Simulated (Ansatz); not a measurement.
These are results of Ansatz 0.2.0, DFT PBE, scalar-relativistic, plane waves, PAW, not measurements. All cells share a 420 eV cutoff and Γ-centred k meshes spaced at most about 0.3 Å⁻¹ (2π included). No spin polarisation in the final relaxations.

All energies are static (0 K, no zero-point motion).

Two relaxed structures of Cd3Te2Se:

A.

```
Cd Te Se
1.0
    -2.29185    2.29185    9.69496
     2.29185   -2.29185    9.69496
     2.29185    2.29185   -9.69496
Cd Te Se
3 2 1
Direct
  0.82558 0.82558 0.00000
  0.50000 0.50000 0.00000
  0.17442 0.17442 0.00000
  0.41266 0.91266 0.50000
  0.08734 0.58734 0.50000
  0.75000 0.25000 0.50000
```

B.

```
Cd Te Se
1.0
     4.58280    0.00000    0.00000
    -2.29140    3.96882    0.00000
     0.00000    0.00000   11.21911
Cd Te Se
3 2 1
Direct
  0.00000 0.00000 0.00054
  0.33333 0.66667 0.65385
  0.66667 0.33333 0.34614
  0.33333 0.66667 0.90930
  0.00000 0.00000 0.25489
  0.66667 0.33333 0.58527
```

Question: Which would you expect to be lower, and how large is the difference?

Answer: A is lower, by 4 meV/atom. A has Te and Se ordered on zinc blende sites, space group I-4m2 (No. 119), 33.9 Å³/atom and a gap of 0.46 eV on its mesh; B has Te and Se ordered on zinc blende sites, space group P3m1 (No. 156), 34.0 Å³/atom and a gap of 0.25 eV. Counting Se or Te atoms around Cd (for each partner element, those within 1.25 times its shortest distance or 1.15 times the sum of covalent radii, where it is the nearest in units of that sum or under 1.3), A and B both have Cd 4. Both come from invented guesses.

These runs have no spin–orbit coupling, which can matter for Te. Kohn–Sham gaps at this level usually fall short of measured ones. The missing spin–orbit coupling can work the other way here. Cells relaxed within their symmetry can be saddle points.
